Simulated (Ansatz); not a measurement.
Consider the following.

Relaxed BAs (zinc blende):

```
BAs
1.0
    0.00000     4.78259     4.78259
    2.39129     2.39129     4.78259
    2.39129     2.39129     0.00000
As B
2 2
Direct
  0.00000   0.75000   0.75000
  0.50000   0.75000   0.75000
  0.00000   0.00000   0.00000
  0.50000   0.00000   0.00000
```

A phonon eigenvector at X = (0.5, 0.5, 0.0) is frozen into this cell: atom i moves by Q times the vector below, so Q is the largest atomic displacement, in Å. The cell is held. (q is in reciprocal vectors of the primitive cell; the cell shown is doubled to hold the pattern.)

```json
[
 {"atom": "B3", "x": "0.000", "y": "0.000", "z": "-1.000"},
 {"atom": "B4", "x": "0.000", "y": "0.000", "z": "1.000"}
]
```

Atoms not listed stay in place.

Level of theory: r2SCAN (plane waves to 500 eV, PAW, scalar-relativistic; Ansatz, a program for electronic structure). k mesh 12×12×12 (Γ-centred), Fermi-Dirac smearing 0.05 eV. The energy includes the smearing's −TS. BAs was relaxed with its symmetry unable to fall. The PAW data are Ansatz's earlier set. The zero of ΔE is the undisplaced structure.

The scan covers Q from -0.180 to 0.180 Å in 13 points.

**Question.** Which space group does the distorted structure have?

**Answer.** P-4m2 (No. 115), lowered from F-43m.

**Question.** Is this a single well or a double well?

**Answer.** A single well with its minimum at or next to zero displacement.

**Question.** What is the energy change at Q = 0.180 Å?

**Answer.** 692 meV/cell.

**Question.** What harmonic wavenumber does the curvature at Q = 0 give?

**Answer.** 738 cm⁻¹.

(For displaced atoms, the force is minus the slope of the energy, and its curvature is a force constant, which sets phonon frequencies.)
